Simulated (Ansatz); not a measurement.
Property card for La

La:
```xyz
4
Lattice="3.5844 0.0000 0.0000 -1.7922 3.1041 0.0000 0.0000 0.0000 11.5609" Properties=species:S:1:pos:R:3 pbc="T T T"
La     0.0000     0.0000     0.0000
La     0.0000     0.0000     5.7804
La     0.0000     2.0694     2.8902
La     1.7922     1.0347     8.6706
```

Space group P6_3/mmc (No. 194), dhcp (α-La type); conventional cell a = b = 3.5844 Å, c = 11.5609 Å, α = β = 90.00°, γ = 120.00°.

Method: the program Ansatz at the LDA level (PAW). Structure relaxed to zero pressure with the same functional. Other levels are named where they apply.

**Cell and energy**

```json
{
  "volume_per_atom": "32.16 Å³",
  "density": "7.17 g/cm³"
}
```

**Electronic structure**

```json
{
 "electronic_character": "metallic (no gap)",
 "Density of states at the Fermi level": "1.4 states/eV per atom (mean over ±0.08 eV)"
}
```

**Mechanics**

```json
{
 "Bulk modulus (Birch–Murnaghan fit)": "29.6 GPa",
 "Pressure derivative B′": "2.9",
 "Elastic constants (relaxed ions, GPa)": "C11 = 60.6, C12 = 18.4, C13 = 10.0, C33 = 67.5, C44 = 16.4",
 "mechanical_stability": "stable (all eigenvalues of C positive)",
 "hill_bulk_and_shear_moduli": "29.5 and 20.3 GPa",
 "Young's modulus": "49.6 GPa",
 "Poisson's ratio": "0.22",
 "debye_temperature_from_the_elastic_constants": "174 K"
}
```

**Phonons**

```json
{
  "highest_zone_centre_frequency": "84 cm⁻¹",
  "zone_centre_stability": "no imaginary mode at Γ"
}
```

The LDA relaxation kept the symmetry of its start. As this level gives no gap, shear constants depend on the k-mesh and smearing (Fermi–Dirac, 0.1 eV here). As this level gives no gap, phonon frequencies hold no LO–TO term and depend on the k-mesh and smearing (Fermi–Dirac, 0.1 eV here). Axis ratios of metals converge slowly with the k-mesh, so a and c are less sure than the volume. Spin–orbit coupling is left out wherever it is not named.

Potentials: the earlier of the program's two PAW sets. The files were generated under PBE; for other functionals the program regenerates the frozen cores, and for LDA and PBEsol the local potential too.
